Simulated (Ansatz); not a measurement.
**Property card for TaTlP₂O₈**

TaTlP₂O₈:
```
TaTlP2O8
1.0
    5.19889     0.00000     0.00000
   -2.59944     4.50237     0.00000
    0.00000     0.00000     8.04552
Ta Tl P O
1 1 2 8
Direct
  0.00000   0.00000   0.00000
  0.00000   0.00000   0.50000
  0.33333   0.66667   0.21923
  0.66667   0.33333   0.78077
  0.82501   0.65002   0.85701
  0.34998   0.17499   0.85701
  0.82501   0.17499   0.85701
  0.65002   0.82501   0.14299
  0.17499   0.34998   0.14299
  0.17499   0.82501   0.14299
  0.33333   0.66667   0.40271
  0.66667   0.33333   0.59729
```

Space group P-3m1 (No. 164); conventional cell a = b = 5.1989 Å, c = 8.0455 Å, α = β = 90.00°, γ = 120.00°.

Method: r²SCAN+D4 in the plane-wave PAW code Ansatz. The cell and atoms are relaxed at this level. Other levels are named where they apply.

**Cell and energy**

| Item | Value |
|---|---|
| Volume per atom | 15.69 Å³ |
| Density | 5.07 g/cm³ |
| Formation energy from the elements (no fitted shifts) | -2.45 eV/atom |

**Electronic structure**

| Property | Result |
|---|---|
| Band gap | 3.60 eV (indirect) |
| Valence-band maximum | at L |
| Conduction-band minimum | at Γ |
| Smallest direct gap on the standard path | 3.85 eV |
| Electron effective mass | 0.66 along x (mₑ) |
| Hole effective mass | 1.7, 2.6, 19 mₑ (principal values) |
| Hole effective mass with spin–orbit coupling | 1.7, 2.6, 19 mₑ (principal values) |
| HSE06 gap on the r²SCAN+D4 cell | 4.46 eV |
| Gap with spin–orbit coupling | 3.52 eV |

**Charges**

| Item | Value |
|---|---|
| Bader charges | Ta +3.18, Tl +0.89, P +3.90, O -1.53 to -1.47 e |

The workflow started from a Materials Project entry (that database holds measured and hypothetical structures alike); the Crystallography Open Database copy checked does not list it. Whether it is the stable phase at ambient conditions was not checked. The r²SCAN+D4 relaxation kept the symmetry of its start; its stability against distortions is not shown here. No spin polarisation was allowed. The references are the lowest solids computed at this level, not always the standard phases (solids in place of the gases). Spin–orbit coupling is left out wherever it is not named.

Potentials: the later of the program's two PAW sets.
